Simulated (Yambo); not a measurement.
Zn2P2O7 (space group C2/m, No. 12), G0W0@LDA (Yambo, plasmon pole, terminator in G, 2×2×4 mesh): gap (0, 0, -0.5) → Γ in eV by bands and screening block.

```json
[
 {"bands (W and G)": "69", "2 Ry": "7.40", "3 Ry": "7.09", "4 Ry": "6.98", "6 Ry": "6.96", "7 Ry": "6.98"},
 {"bands (W and G)": "92", "2 Ry": "6.97", "3 Ry": "6.63", "4 Ry": "6.52", "6 Ry": "6.49", "7 Ry": "6.52"},
 {"bands (W and G)": "123", "2 Ry": "6.79", "3 Ry": "6.41", "4 Ry": "6.30", "6 Ry": "(withheld)", "7 Ry": "6.31"},
 {"bands (W and G)": "162", "2 Ry": "6.70", "3 Ry": "6.30", "4 Ry": "(withheld)", "6 Ry": "6.16", "7 Ry": "6.20"},
 {"bands (W and G)": "201", "2 Ry": "(withheld)", "3 Ry": "6.24", "4 Ry": "6.12", "6 Ry": "6.10", "7 Ry": "6.14"}
]
```

Q: Estimate the withheld gaps from their neighbours; the computed values follow.

A: 
- 123, 6 Ry: 6.27
- 162, 4 Ry: 6.18
- 201, 2 Ry: 6.66

The largest settings aren't shown to be the converged limit.

Geometry of the Materials Project entry, not relaxed at this level; primitive cell a = 5.353 Å, b = 5.353 Å, c = 4.558 Å, α = 99.10°, β = 99.10°, γ = 103.17°.

The structure is a Materials Project entry; no match was found in the copy of COD used, and its stability was not checked.
